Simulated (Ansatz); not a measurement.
### Question
Each is relaxed and computed with r²SCAN in the plane-wave PAW code Ansatz. Which is the only metal?
A. NiS2, P2_1/c (Ni on 2a, S on 4e)
B. Ga2NiO4, Imma (Pearson symbol oI28)
C. YSF, P4/nmm (Y on 2c, S on 2c, F on 2a)
D. NiGePd, P4/nmm (Ni on 2a, Ge on 2c, Pd on 2c)

### Answer
D, NiGePd, P4/nmm (Ni on 2a, Ge on 2c, Pd on 2c). NiGePd: metal; YSF: gap 1.77 eV (direct); NiS2: gap 0.33 eV (indirect); Ga2NiO4: gap 1.56 eV (direct). Spin orders computed, not proven ground states: Ga2NiO4, Imma (Pearson symbol oI28) ferromagnetic. Standing as an ambient phase not checked: NiGePd, P4/nmm (Ni on 2a, Ge on 2c, Pd on 2c); YSF, P4/nmm (Y on 2c, S on 2c, F on 2a); NiS2, P2_1/c (Ni on 2a, S on 4e); Ga2NiO4, Imma (Pearson symbol oI28). Weakly bound layers, chains or molecules computed without a dispersion correction, so cells and soft constants are ill determined: NiS2, P2_1/c (Ni on 2a, S on 4e). Perhaps ordered models of mixed-site phases: Ga2NiO4, Imma (Pearson symbol oI28). All cells were relaxed under the symmetry of their starts (and spin orders); stability against distortions was not tested throughout. Rows with no word on spin ran without spin polarisation. No Hubbard U is applied. Spin–orbit coupling is left out wherever it is not named.

Potentials: the earlier of the program's two PAW sets.
